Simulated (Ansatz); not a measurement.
How much do the gradients of WC depend on the method?

Cell: a structure deposited in the COD, whose atoms a relaxation with PBE at fixed cell left in place.

```yaml
crystal:
  lattice:
    - [2.90650, 0.00000, 0.00000]
    - [-1.45325, 2.51710, 0.00000]
    - [0.00000, 0.00000, 2.83660]
  atoms:
    - { symbol: W, position: [0.00000, 0.00000, 0.00000] }
    - { symbol: C, position: [0.66667, 0.33333, 0.50000] }
```

Sites (sets of like atoms) are named by element and the number of their first atom in this list.

First run. Method: Kohn–Sham DFT in Ansatz, PBE, plane waves and PAW, scalar-relativistic, collinear spin, 420 eV cutoff, Γ-centred 13×13×12 k-points, Fermi–Dirac smearing 0.05 eV. Start moments as typed (μB): 2 on each W, none on the rest.

```
site  atom  V_zz (10²¹ V/m²)     η
   W     1            -13.64  0.00
   C     2             0.088  0.00
```

Second run. The same atoms and settings, except that the functional is r2SCAN and the cutoff is 500 eV.

Task: What does the second run give?

Result: 

| site | atom | V_zz | η | change of V_zz |
| --- | --- | --- | --- | --- |
| W | 1 | -13.50 | 0.00 | +0.14 |
| C | 2 | 0.068 | 0.00 | -0.02 |

The largest change of V_zz is on W, from -13.64 to -13.50. In per cent, |V_zz| changes by -1 on W (all sites that start above 2).

With no gap above 0.1 eV, as in a metal, the gradients converge slowly in k; expect changes of a tenth or more on a denser mesh. Without spin–orbit coupling the gradients at and beside W can be off by some per cent, at some sites by more. The start moments die out, and the run ends without spin.
For the first run: At this cell the PBE pressure is 6 GPa, so with PBE the cell would grow if it were relaxed.
For the second run: The program didn't check the stability of this electronic state in full, so a lower one may lie near.
